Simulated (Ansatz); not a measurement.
**LiH4IO2, one structure, two calculations**

Cell: an entry of the Crystallography Open Database (COD), its atoms then relaxed with PBE in this cell.

```
Li H I O
1.0
     5.45400    0.00000    0.00000
     2.67118    6.29903    0.00000
     1.12398    3.08930    6.14604
Li H I O
2 8 2 4
Direct
  0.29613 0.40739 0.48405
  0.70387 0.59261 0.51595
  0.94261 0.74481 0.15545
  0.05739 0.25519 0.84455
  0.02024 0.84972 0.28272
  0.97976 0.15028 0.71728
  0.58981 0.60367 0.15791
  0.41019 0.39633 0.84209
  0.77281 0.34697 0.30093
  0.22719 0.65303 0.69907
  0.24861 0.13202 0.21996
  0.75139 0.86798 0.78004
  0.98696 0.70906 0.30323
  0.01304 0.29094 0.69677
  0.61336 0.47714 0.30879
  0.38664 0.52286 0.69121
```

Sites (sets of like atoms) are named by element and the number of their first atom in this list.

First run. Computed with Ansatz: DFT, PBE, plane waves and PAW, scalar-relativistic, 420 eV cutoff, Γ-centred 5×4×4 k-points, Fermi–Dirac smearing 0.02 eV.

```json
{"site": "Li", "atom": "1", "V_zz (10²¹ V/m²)": "-0.15", "η": "0.60"}
{"site": "H3", "atom": "3", "V_zz (10²¹ V/m²)": "3.50", "η": "0.12"}
{"site": "H5", "atom": "5", "V_zz (10²¹ V/m²)": "3.46", "η": "0.13"}
{"site": "H7", "atom": "7", "V_zz (10²¹ V/m²)": "3.61", "η": "0.11"}
{"site": "H9", "atom": "9", "V_zz (10²¹ V/m²)": "3.47", "η": "0.12"}
{"site": "I", "atom": "11", "V_zz (10²¹ V/m²)": "-5.42", "η": "0.70"}
{"site": "O13", "atom": "13", "V_zz (10²¹ V/m²)": "-13.84", "η": "0.77"}
{"site": "O15", "atom": "15", "V_zz (10²¹ V/m²)": "-13.91", "η": "0.76"}
```

Second run. The same atoms and settings, except that spin–orbit coupling is included (fully relativistic PAW files).

Q: What does the second run give?

A: 

```
site  atom    V_zz     η  change of V_zz
  Li     1   -0.15  0.60            0.00
  H3     3    3.51  0.12           +0.01
  H5     5    3.46  0.13            0.00
  H7     7    3.61  0.11            0.00
  H9     9    3.47  0.12            0.00
   I    11   -5.41  0.70           +0.01
 O13    13  -13.84  0.77            0.00
 O15    15  -13.91  0.76            0.00
```

No V_zz moves by more than 0.01.

With these PAW files V_zz is typically within 2 to 3 % of all-electron values, but misses above 10 % occur on Li. The lattice is static: at room temperature water may turn and average the couplings of its hydrogen. The entry's hydrogen positions were far off; the other atoms hardly move on relaxation.
